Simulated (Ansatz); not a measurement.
BN in space group P6_3/mmc (No. 194; B on 2c, N on 2d) under volume change, r²SCAN+D4 in the plane-wave PAW code Ansatz, shape and atoms relaxed at each volume.

```
V (Å³/atom)  E − E(relaxed) (meV/atom)  P (GPa)
-----------  -------------------------  -------
8.120                             10.0     4.68
8.388                              3.9     2.67
8.656                                …        …
8.924                              0.0     0.00
9.191                              0.7    -0.79
9.459                              2.5    -1.31
9.727                                …        …
```

Q: What belongs in the gaps?

A: 
- 9.727, E − E(relaxed) (meV/atom): 5.1
- 9.727, P (GPa): -1.70
- 8.656, E − E(relaxed) (meV/atom): 0.9
- 8.656, P (GPa): 1.12

Q: What does a third-order Birch–Murnaghan fit give for V₀, B₀ and B′?

A: V₀ = 8.93 Å³/atom, B₀ = 31.5 GPa, B′ = 10.2.

Symmetry was held in the r²SCAN+D4 relaxation.

Potentials: the later of the program's two PAW sets.
